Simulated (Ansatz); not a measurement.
# SnO: do energies and stresses tell the same story?

Theory: DFT PBEsol+D3(BJ), scalar-relativistic, plane waves, PAW in Ansatz.

Cutoff 420 eV; k points 12×12×10 on the computed 4-atom cell (Γ-centred); Gaussian smearing, width 0.10 eV; no spin polarisation.

Relaxed cell: P4/nmm, a = 3.771 Å, b = 3.771 Å, c = 4.563 Å, α = 90.00°, β = 90.00°, γ = 90.00°, 4 atoms in the primitive cell.

Energies at zero smearing and pressures from the stress tensor, at volumes with shape and atoms relaxed:
```
V (Å³/atom) E − E(first) (meV/atom) P (GPa)
     14.272                     0.00     9.39
     14.759                   -23.41     6.08
     15.245                   -37.66     3.43
     15.732                   -44.81     1.44
     16.218                   -46.95    -0.01
     16.705                   -45.12    -1.21
     17.191                   -40.10    -2.15
     17.840                   -29.69    -3.08
```

**Question.** Check P = −dE/dV between neighbouring volumes, and get the bulk modulus from the pressures alone.

**Answer.** With 1 eV/Å³ = 160.2 GPa:
```json
{"middle V (Å³/atom)": "14.515", "−ΔE/ΔV (GPa)": "7.709", "mean P (GPa)": "7.736"}
{"middle V (Å³/atom)": "15.002", "−ΔE/ΔV (GPa)": "4.693", "mean P (GPa)": "4.757"}
{"middle V (Å³/atom)": "15.489", "−ΔE/ΔV (GPa)": "2.352", "mean P (GPa)": "2.437"}
{"middle V (Å³/atom)": "15.975", "−ΔE/ΔV (GPa)": "0.705", "mean P (GPa)": "0.715"}
{"middle V (Å³/atom)": "16.462", "−ΔE/ΔV (GPa)": "-0.600", "mean P (GPa)": "-0.614"}
{"middle V (Å³/atom)": "16.948", "−ΔE/ΔV (GPa)": "-1.653", "mean P (GPa)": "-1.681"}
{"middle V (Å³/atom)": "17.516", "−ΔE/ΔV (GPa)": "-2.572", "mean P (GPa)": "-2.615"}
```

The two differ by 0.09 GPa at most. The mean of two end pressures misses the average over a step by about ΔV² P″/12, up to 0.08 GPa here; with that taken off 0.07 GPa remains, from the smearing term (the stress is the derivative of the free energy), the finite cutoff, the mesh or the relaxation's tolerance. Around V = 16.218 Å³/atom, the two neighbours give B = −V ΔP/ΔV = 16.218 × 2.66 / 0.973 = 44.3 GPa, against B0 = 45.0 GPa from the Birch–Murnaghan fit of the energies.

Cost: 9 runs of about 13 core-minutes in all, on Arm Neoverse V1 (shared hosts).